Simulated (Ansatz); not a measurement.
TiGe in space group I4_1md (No. 109; Ti on 4a, Ge on 4a) at seven volumes, DFT-PBE in the program Ansatz with PAW potentials, shape and atoms relaxed at each. One row is withheld.

```csv
V (Å³/atom),P (GPa)
16.394,?
16.934,7.24
17.475,3.36
18.015,0.00
18.556,-2.89
19.096,-5.36
19.637,-7.48
```

Task: Fit the shown pressures and predict the withheld one.

Result: P = (3/2)B₀(x^(7/2) − x^(5/2))[1 + (3/4)(B′ − 4)(x − 1)] with x = (V₀/V)^(2/3). Least squares on the six rows gives V₀ = 18.015 Å³/atom, B₀ = 103 GPa, B′ = 4.04. At V = 16.394, x = 1.0649 and P = 11.75 GPa. The run itself gave 11.41 GPa.

A made-up cell: these elements were put on the sites of a structure type; neither database checked (COD, Materials Project) lists it. Its standing as an ambient phase is unchecked. The cell was relaxed with PBE under the symmetry of its start; its stability against distortions is not shown here. The run is not spin-polarised.

Potentials: the later of the program's two PAW sets.
